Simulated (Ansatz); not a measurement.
Structure: Ga3BAs4, ordered on the zincblende lattice (P-43m) with 8 atoms a cell, at its r2SCAN minimum. The symmetry is P-43m (No. 215, cubic); conventional cell a = 5.450 Å, 20.24 Å³ an atom. Around B lie 4 As at 2.16 Å; around As lie 1 B at 2.16 Å and 3 Ga at 2.43 Å; around Ga lie 4 As at 2.43 Å.

```
B As Ga
1.0
     5.45026    0.00000    0.00000
     0.00000    5.45026    0.00000
     0.00000    0.00000    5.45026
B As Ga
1 4 3
Direct
  0.00000 0.00000 0.00000
  0.22906 0.22906 0.22906
  0.77094 0.77094 0.22906
  0.77094 0.22906 0.77094
  0.22906 0.77094 0.77094
  0.50000 0.50000 0.00000
  0.50000 0.00000 0.50000
  0.00000 0.50000 0.50000
```

3 runs of the PAW code Ansatz on this cell differ in the functional (and in the settings that go with it). Levels are in eV from each run's valence top; v1 is the last filled band, c1 the first empty one.

Run A, mean stress +0.3 GPa (compression positive):
```
point     v4     v3     v2     v1    c1    c2
    Γ  -3.02   0.00   0.00   0.00  1.63  1.86
    X  -2.45  -2.45  -1.53  -1.53  2.20  2.46
    M  -1.93  -1.93  -1.49  -0.74  2.73  3.04
    R  -1.16  -1.16  -0.87  -0.87  1.20  1.95
```

Run B, mean stress 0.0 GPa (compression positive):
```
point     v4     v3     v2     v1    c1    c2
    Γ  -2.88   0.00   0.00   0.00  1.20  1.50
    X  -2.33  -2.33  -1.47  -1.47  1.82  2.08
    M  -1.85  -1.85  -1.43  -0.70  2.28  2.59
    R  -1.11  -1.11  -0.82  -0.82  0.80  1.55
```

Run C, mean stress +2.7 GPa (compression positive):
```
point     v4     v3     v2     v1    c1    c2
    Γ  -2.74   0.00   0.00   0.00  0.83  1.23
    X  -2.24  -2.24  -1.40  -1.40  1.56  1.83
    M  -1.77  -1.77  -1.35  -0.66  1.93  2.34
    R  -1.03  -1.03  -0.77  -0.77  0.59  1.18
```

**Question.** Match the runs to PBE, r2SCAN, HSE06.

**Answer.** A is HSE06, B is r2SCAN, C is PBE. In order of the gap: PBE 0.59, r2SCAN 0.80, HSE06 1.20 eV. The stress vanishes for r2SCAN, which relaxed the cell.

Values at 0 K without nuclear motion; spin polarisation is off, and the phase may be a hypothetical one.

The runs are scalar-relativistic, without spin-orbit coupling.

The program warns that its thresholds are loose for a hybrid's stress.

The meshes of the hybrids are coarse, so their gaps aren't converged to the digits shown.
